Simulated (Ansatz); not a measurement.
Run on C (bcc type): DFT, LDA, all-electron PAW with datasets made for the crystal, scalar-relativistic (Ansatz 0.2.0). This run: the series' base cell.

The cell comes from a relaxation on PAW files under the same functional, begun from a prototype that needn't be the stable phase.

Command: `ansatz run input.yaml --threads 1 --pin off --max-ram 2048MiB --backend cpu --events-out ev --progress --plain --runs-dir out` It took 4.7 s on 1 thread of Arm Neoverse V2, with other jobs on the host, peak memory 0.31 GiB.

```yaml
crystal:
  lattice:
    - [-1.1636084552, 1.1636084552, 1.1636084552]
    - [1.1636084552, -1.1636084552, 1.1636084552]
    - [1.1636084552, 1.1636084552, -1.1636084552]
  atoms:
    - { symbol: C, position: [0.0, 0.0, 0.0] }
kpoints:
  mp_grid: { grid: [22, 22, 22] }
scf:
  occupations: { method: fermi_dirac, width: 0.1 }
hamiltonian:
  xc: lda
  pseudopotentials: { kind: all_electron, datasets: crystal }
output:
  forces: true
  stress: true
  eigenvalues: true
```

Output:

```
hamiltonian.pseudopotentials.datasets: crystal makes datasets for this crystal and solves the spheres of its atoms anew in each pass: cutoff 380.0 eV, the density's 1520.0 eV; for an error of 0.50 meV an atom under PBE, 0.5 meV for the cell; an energy difference from a run of another recipe may be off by several times the error for the cell, under r2SCAN by more, where some 0.1 meV an atom stays at smaller errors; C in spheres of 1.005 Å, 4 of its electrons in bands
band count auto-derived: 7 (N_el = 4.0; filled up to band 2; 6 by the electrons, moments and atoms)
Engine: ansatz 0.2.0
Pseudopotentials: kind: all_electron
Pseudopotential: C, paw, valence charge 4, recommended cutoff 380 eV (normal), crystal/all_electron/lda/scalar/gaussian/C, Koelling and Harmon's equation, gaussian nucleus
Functional definition: SPW92
  exchange = slater_x
  correlation = pw_c
Crystal: 1 atoms, lattice volume = 6.302 Å³
Basis set: ecut = 380 eV, 87 PW (Γ)
Bands: 7, of which v1, the nominal top of the filled ones, is band 2 counted from 1 (1 counted from 0)
Symmetry: 48 space group operations
Space group: Im-3m (ITA 229), of the structure as read, at distance tolerance 1.8e-5 Å
k-points: 328 of 10648
Non-local potential: C, projectors of the file, l = 0: 1, l = 1: 1
PAW form: soft (Blöchl's): semilocal exchange-correlation on the pseudo side does not see the compensation charge
PAW one-centre angular grid: C, 110 points (default); XC on its mesh's 1971 points in the sphere
Initial density: superposition of atomic densities (neutral atoms: chi_scale 0, normalization atom)
Initial wavefunctions: pseudopotential atomic-orbital guess
Functional: x = slater, c = lda
iter 1 solved again at ethr=1.61e-4 eV; its pass at ethr=1.00e-1 eV (dr2=6.42e-3 eV) is discarded
SCF iter   1: F=—  HF=-1024.583868 eV  |F-HF|=—  |Δ(HF+E_count)|=         —  Δρ=1.86e-2  dr2=5.99e-3  ethr=1.61e-4  ⟨swp⟩=3.4  Hψ=15011  notcnv=0
preconditioner: auto → none  [metal: Δε(μ)=0.012 eV  Ē_g=26.674 eV  σ=0.100 eV  W_gap=0.03  n_scr=0 (ndim 8)  ℏωp=29.6 eV  f_vac=0.000  D(μ)=0.34/eV (n_scr^D=0)]
SCF iter   2: F=—  HF=-1024.597498 eV  |F-HF|=—  |Δ(HF+E_count)|=   1.36e-2  Δρ=9.58e-3  dr2=1.59e-3  ethr=1.50e-4  ⟨swp⟩=2.0  Hψ=3028  notcnv=0  defer=7
iter 3 solved again at ethr=1.50e-7 eV; its pass at ethr=3.97e-5 eV (dr2=5.98e-6 eV) is discarded
SCF iter   3: F=—  HF=-1024.605240 eV  |F-HF|=—  |Δ(HF+E_count)|=   7.74e-3  Δρ=5.73e-4  dr2=5.93e-6  ethr=1.50e-7  ⟨swp⟩=2.0  Hψ=10646  notcnv=0
SCF iter   4: F=—  HF=-1024.605414 eV  |F-HF|=—  |Δ(HF+E_count)|=   1.74e-4  Δρ=2.23e-4  dr2=8.88e-7  ethr=1.48e-7  ⟨swp⟩=3.0  Hψ=3602  notcnv=0
SCF iter   5: F=-1024.605453 eV  HF=-1024.605453 eV  |F-HF|=3.21e-9  |Δ(HF+E_count)|=   3.88e-5  Δρ=3.84e-6  dr2=2.43e-10  ethr=2.22e-8  ⟨swp⟩=3.0  Hψ=3657  notcnv=0
13 of the run's printed levels, from 40.69 eV on, may lie off, as they stand: their residual norms reach 14 eV (residual_norms_ev in the JSON report holds each one's)
SCF 1 converged in 5 iterations: F = -1024.605452 eV  dr2 = 2.43e-10
  Residual-converged pass: ⟨swp⟩=2.8  Hψ=3496  notcnv=0  max |occ|·‖R‖ = 3.7e-6 eV (tolerance 3.7e-6 eV)  dr2=2.09e-10  dr2_onsite=2.72e-8  max |Δocc| = 1.3e-8
  greatest PAW one-centre occupation: 0.676 electrons in one spin orbital (limit 2), on the C atom at site 0 (counted from 0), in its partial waves of l = 0
SCF converged after 5 iterations
Free energy (F): -1024.605452 eV
Harris-Foulkes:  -1024.605452 eV  (|F-HF|=3.21e-9)
Internal energy: -1024.594061 eV  (E = F + TS)
E sigma→0 (E₀):  -1024.599757 eV
Entropy (-TS):   -0.011391 eV (-11.391 meV/atom)
Past the cutoff: the bands carry plane waves up to 1.75 times it, of which those up to 1.5 times it add -0.000027 eV an atom, each by itself; the spheres take 0.000046 eV an atom off the energy for waves past 1.75 times it
By the cutoff:   a pressure is off by up to 0.005 GPa (1.2 times the spheres' own share and the shells' term, over an atom's volume, and 0.004 GPa: a bound that held against runs at twice the plane waves)
Past the cutoffs: a stress includes 0.0011 GPa for waves and charges beyond them, in addition to the slope of what the spheres take
In the spheres:  the bands' charges fall short by 2.2e-6 e at most (sound up to 1e-3)
Fermi energy:    12.630363 eV
--- Per-component energies (eV) ---
  E_band       = 20.480742
  E_kinetic    = 71.635921
  E_local      = 9.623425  (includes V_loc(G=0)·N_el)
  E_nonlocal   = -5.332961
  E_hartree    = 4.896768
  E_xc         = -41.441225
  E_vxc        = -54.157981  (∫ρ·V_xc dr)
  E_paw        = -979.791800  (= ΣΔE_a)
  E_vpaw       = -107.038788  (= ΣTr[D̂ρ^β])
  E_ewald      = -180.141941
  E_smearing   = -0.011391  (= −TS)
  E_closure    = 95.957751  (closes the sum)
  Σ components = -1024.605452   (vs F -1024.605452, Δ=2.27e-13)
  The terms above E_closure are by the made datasets' own strengths, without shells solved beside the bands.
--- Forces (eV/Å), atoms counted from 1 ---
  atom   1  C     -0.00000000    -0.00000000     0.00000000
  max |Σ_I F_I| component: 1.80e-33 eV/Å
--- Stress (GPa, compression-positive) ---
        0.019243      -0.000000      -0.000000
        0.000000       0.019243      -0.000000
        0.000000      -0.000000       0.019243
  P = ⅓ Tr σ = 0.0192 GPa (0.192 kbar)
--- Band table (eV; the first three rows and the last of 328) ---
  k-point 0: bands = ["-7.6342", "22.1309", "22.1309", "22.1309", "46.9043"]
  k-point 1: bands = ["-7.5385", "21.9005", "21.9922", "22.1024", "46.1425"]
  k-point 2: bands = ["-7.2516", "21.2116", "21.6027", "22.0187", "44.5658"]
  k-point 327: bands = ["10.9198", "10.9198", "10.9198", "14.1913", "24.6444"]
```

Next run (volume at 0.76 of the series' base cell), as changes to the input before:

```diff
   lattice:
-    - [-1.1636084552, 1.1636084552, 1.1636084552]
-    - [1.1636084552, -1.1636084552, 1.1636084552]
-    - [1.1636084552, 1.1636084552, -1.1636084552]
+    - [-1.0618864174, 1.0618864174, 1.0618864174]
+    - [1.0618864174, -1.0618864174, 1.0618864174]
+    - [1.0618864174, 1.0618864174, -1.0618864174]
   atoms:
```

Command: `ansatz run input.yaml --threads 1 --pin off --max-ram 2048MiB --backend cpu --events-out ev --progress --plain --runs-dir out` It took 4.4 s on 1 thread of Arm Neoverse V2, on a shared host, peak memory 0.32 GiB.

Results part of the output:

```
103 of the run's printed levels, from 47.43 eV on, may lie off, as they stand: their residual norms reach 7.3 eV (residual_norms_ev in the JSON report holds each one's)
SCF 1 converged in 5 iterations: F = -1024.205406 eV  dr2 = 5.84e-9
  Residual-converged pass: ⟨swp⟩=2.9  Hψ=3484  notcnv=0  max |occ|·‖R‖ = 3.7e-6 eV (tolerance 3.7e-6 eV)  dr2=6.07e-9  dr2_onsite=1.38e-8  max |Δocc| = 1.2e-9
  greatest PAW one-centre occupation: 0.583 electrons in one spin orbital (limit 2), on the C atom at site 0 (counted from 0), in its partial waves of l = 0
SCF converged after 5 iterations
Free energy (F): -1024.205406 eV
Harris-Foulkes:  -1024.205406 eV  (|F-HF|=3.36e-9)
Internal energy: -1024.195776 eV  (E = F + TS)
E sigma→0 (E₀):  -1024.200591 eV
Entropy (-TS):   -0.009630 eV (-9.630 meV/atom)
Past the cutoff: the bands carry plane waves up to 1.75 times it, of which those up to 1.5 times it add -0.000024 eV an atom, each by itself; the spheres take 0.000022 eV an atom off the energy for waves past 1.75 times it
By the cutoff:   a pressure is off by up to 0.005 GPa (1.2 times the spheres' own share and the shells' term, over an atom's volume, and 0.004 GPa: a bound that held against runs at twice the plane waves)
Past the cutoffs: a stress includes 0.0003 GPa for waves and charges beyond them, in addition to the slope of what the spheres take
In the spheres:  the bands' charges fall short by 8.1e-7 e at most (sound up to 1e-3)
Fermi energy:    18.229316 eV
--- Per-component energies (eV) ---
  E_band       = 35.993253
  E_kinetic    = 87.432858
  E_local      = 18.806264  (includes V_loc(G=0)·N_el)
  E_nonlocal   = -8.869797
  E_hartree    = 2.913943
  E_xc         = -46.745124
  E_vxc        = -61.099758  (∫ρ·V_xc dr)
  E_paw        = -973.466240  (= ΣΔE_a)
  E_vpaw       = -99.235035  (= ΣTr[D̂ρ^β])
  E_ewald      = -197.398406
  E_smearing   = -0.009630  (= −TS)
  E_closure    = 93.130726  (closes the sum)
  Σ components = -1024.205406   (vs F -1024.205406, Δ=0.00e0)
  The terms above E_closure are by the made datasets' own strengths, without shells solved beside the bands.
--- Forces (eV/Å), atoms counted from 1 ---
  atom   1  C      0.00000000     0.00000000    -0.00000000
  max |Σ_I F_I| component: 8.99e-34 eV/Å
--- Stress (GPa, compression-positive) ---
      106.040275      -0.000000      -0.000000
       -0.000000     106.040275       0.000000
        0.000000       0.000000     106.040275
  P = ⅓ Tr σ = 106.0403 GPa (1060.403 kbar)
--- Band table (eV; the first three rows and the last of 328) ---
  k-point 0: bands = ["-6.3811", "30.5995", "30.5995", "30.5995", "57.5559"]
  k-point 1: bands = ["-6.2682", "30.3105", "30.4008", "30.5561", "56.5549"]
  k-point 2: bands = ["-5.9294", "29.4393", "29.8482", "30.4282", "54.0348"]
  k-point 327: bands = ["15.6243", "15.6243", "15.6243", "23.6543", "30.2641"]
```

Next run (volume at 0.45 of the series' base cell), as changes to the input before:

```diff
   lattice:
-    - [-1.0618864174, 1.0618864174, 1.0618864174]
-    - [1.0618864174, -1.0618864174, 1.0618864174]
-    - [1.0618864174, 1.0618864174, -1.0618864174]
+    - [-0.8916841348, 0.8916841348, 0.8916841348]
+    - [0.8916841348, -0.8916841348, 0.8916841348]
+    - [0.8916841348, 0.8916841348, -0.8916841348]
   atoms:
```

Results part of the output:

```
SCF 1 converged in 5 iterations: F = -1019.965344 eV  dr2 = 7.99e-10
  Residual-converged pass: ⟨swp⟩=2.8  Hψ=3404  notcnv=0  max |occ|·‖R‖ = 3.7e-6 eV (tolerance 3.7e-6 eV)  dr2=7.50e-10  dr2_onsite=2.38e-8  max |Δocc| = 1.1e-7
  greatest PAW one-centre occupation: 0.421 electrons in one spin orbital (limit 2), on the C atom at site 0 (counted from 0), in its partial waves of l = 0
SCF converged after 5 iterations
Free energy (F): -1019.965344 eV
Harris-Foulkes:  -1019.965344 eV  (|F-HF|=1.91e-9)
Internal energy: -1019.959689 eV  (E = F + TS)
E sigma→0 (E₀):  -1019.962517 eV
Entropy (-TS):   -0.005655 eV (-5.655 meV/atom)
Past the cutoff: the bands carry plane waves up to 1.75 times it, of which those up to 1.5 times it add -0.000015 eV an atom, each by itself; the spheres take 0.000021 eV an atom off the energy for waves past 1.75 times it
By the cutoff:   a pressure is off by up to 0.005 GPa (1.2 times the spheres' own share and the shells' term, over an atom's volume, and 0.004 GPa: a bound that held against runs at twice the plane waves)
Past the cutoffs: a stress includes 0.0012 GPa for waves and charges beyond them, in addition to the slope of what the spheres take
In the spheres:  the bands' charges fall short by 2.5e-7 e at most (sound up to 1e-3)
Fermi energy:    33.086601 eV
--- Per-component energies (eV) ---
  E_band       = 75.022368
  E_kinetic    = 121.769566
  E_local      = 33.012387  (includes V_loc(G=0)·N_el)
  E_nonlocal   = -6.490823
  E_hartree    = 0.949539
  E_xc         = -54.512772
  E_vxc        = -71.082572  (∫ρ·V_xc dr)
  E_paw        = -967.070743  (= ΣΔE_a)
  E_vpaw       = -91.545603  (= ΣTr[D̂ρ^β])
  E_ewald      = -235.077286
  E_smearing   = -0.005655  (= −TS)
  E_closure    = 87.460442  (closes the sum)
  Σ components = -1019.965344   (vs F -1019.965344, Δ=0.00e0)
  The terms above E_closure are by the made datasets' own strengths, without shells solved beside the bands.
--- Forces (eV/Å), atoms counted from 1 ---
  atom   1  C     -0.00000000    -0.00000000     0.00000000
  max |Σ_I F_I| component: 1.03e-32 eV/Å
--- Stress (GPa, compression-positive) ---
      814.557467       0.000000      -0.000000
        0.000000     814.557467       0.000000
       -0.000000       0.000000     814.557467
  P = ⅓ Tr σ = 814.5575 GPa (8145.575 kbar)
--- Band table (eV; the first three rows and the last of 328) ---
  k-point 0: bands = ["-2.6583", "52.8738", "52.8738", "52.8738"]
  k-point 1: bands = ["-2.5102", "52.4094", "52.4890", "52.7800"]
  k-point 2: bands = ["-2.0660", "50.9861", "51.4452", "52.5036"]
  k-point 327: bands = ["27.7723", "27.7723", "27.7723", "44.3994"]
```

The structure type is held throughout; the real material can change phase at far lower pressure.
